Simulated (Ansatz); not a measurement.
# Two Ansatz runs on LuAl₂

Structure from Materials Project entry mp-1234 (possibly hypothetical), not relaxed further.

First run: DFT, r2SCAN, PAW with Ansatz's default frozen-core files, scalar-relativistic (Ansatz 0.2.0).

Command: `ansatz run input.yaml --threads 2 --pin off --max-ram 6144MiB --backend cpu --events-out ev --progress --plain --runs-dir out` The run took about 35 s on 2 threads of a shared machine.

```yaml
crystal:
  lattice:
    - [0.0, 3.8561654466, 3.8561654466]
    - [3.8561654466, 0.0, 3.8561654466]
    - [3.8561654466, 3.8561654466, 0.0]
  atoms:
    - { symbol: Lu, position: [0.0, 0.0, 0.0] }
    - { symbol: Lu, position: [0.25, 0.25, 0.25] }
    - { symbol: Al, position: [0.625, 0.625, 0.625] }
    - { symbol: Al, position: [0.125, 0.625, 0.625] }
    - { symbol: Al, position: [0.625, 0.125, 0.625] }
    - { symbol: Al, position: [0.625, 0.625, 0.125] }
kpoints:
  mp_grid: { grid: [6, 6, 6] }
  band_path:
    path:
      - [0.0, 0.0, 0.0]
      - [0.5, 0.0, 0.5]
      - [0.625, 0.25, 0.625]
      - [0.375, 0.375, 0.75]
      - [0.0, 0.0, 0.0]
      - [0.5, 0.5, 0.5]
      - [0.5, 0.25, 0.75]
      - [0.5, 0.0, 0.5]
    npoints: 14
scf:
  occupations: { method: fermi_dirac, width: 0.05 }
hamiltonian:
  xc: r2scan
  pseudopotentials: { kind: paw }
output:
  forces: true
  stress: true
  eigenvalues: true
  efg: { contact_densities: true }
  populations: true
  bader: true
  dos: { projected: true, de: 0.2, e_range: [-14, 8] }
  write_density: true
  write_potential: true
  elf: true
  volumetric_format: npy
```

Result: converged; pressure -0.30 GPa; no gap on the k mesh; 8 SCF iterations.

No spin–orbit coupling, which matters for the heavy atoms here.

The input is then changed:

```diff
@@ -25,5 +25,7 @@
     npoints: 14
 scf:
-  occupations: { method: fermi_dirac, width: 0.05 }
+  occupations: { method: gaussian, width: 0.01 }
+  n_extra_bands: 4
+  convergence: { dr2_threshold: 1.0e-08 }
 hamiltonian:
   xc: r2scan
@@ -35,9 +37,3 @@
   efg: { contact_densities: true }
   populations: true
-  bader: true
-  dos: { projected: true, de: 0.2, e_range: [-14, 8] }
-  write_density: true
-  write_potential: true
-  elf: true
-  volumetric_format: npy
```

Question: What does the second run give?

Answer: It converged; energy at zero smearing +0.4 meV/atom from the first run; pressure -0.28 GPa; no gap on the k mesh; 9 SCF iterations.
